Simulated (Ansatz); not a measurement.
CdGaNO:
```
CdGaNO
1.0
    3.28143     0.00000     0.00000
   -1.64071     2.84180     0.00000
    0.00000     0.00000     5.68384
Ga Cd O N
1 1 1 1
Direct
  0.33333   0.66667   0.50213
  0.66667   0.33333   0.97974
  0.33333   0.66667   0.17087
  0.66667   0.33333   0.59725
```

Relaxed with PBEsol. Special points in fractions of this cell's reciprocal vectors: Γ (0.000, 0.000, 0.000); M (0.500, 0.000, 0.000); K (0.333, 0.333, 0.000); A (0.000, 0.000, 0.500); L (0.500, 0.000, 0.500); H (0.333, 0.333, 0.500).

Task: List the band energies nearest the valence-band maximum at these points for DFT-PBEsol in the program Ansatz with PAW potentials.

Result: In eV from the valence-band maximum; about four levels below and three above (degenerate sets whole), none deeper than 8.9 eV; points with the same levels are listed once.

```json
[
 {"k": "Γ", "below": "-1.01 -1.01 -0.61 0.00 0.00", "above": "0.51 4.33 7.55"},
 {"k": "M", "below": "-3.10 -2.28 -1.43 -0.65", "above": "4.56 5.41 6.14"},
 {"k": "K", "below": "-3.58 -2.70 -1.62 -1.46", "above": "5.46 6.71 6.99"},
 {"k": "A", "below": "-0.75 -0.75 -0.26 -0.26", "above": "2.79 3.51 7.50"},
 {"k": "L", "below": "-2.36 -1.68 -1.28 -0.96", "above": "3.95 4.41 7.09"},
 {"k": "H", "below": "-3.56 -2.48 -2.00 -0.65", "above": "5.54 6.11 6.87"}
]
```

Space group P3m1. The start of the workflow was typed in or built on a structure type; neither database checked (COD, Materials Project) lists it. Whether it is the stable phase at ambient conditions was not checked. Symmetry was held in the PBEsol relaxation; whether a distortion lowers the energy is not shown. Spin–orbit coupling is left out wherever it is not named.

Potentials: the earlier of the program's two PAW sets. The files were generated under PBE; for other functionals the program regenerates the frozen cores, and for LDA and PBEsol the local potential too.
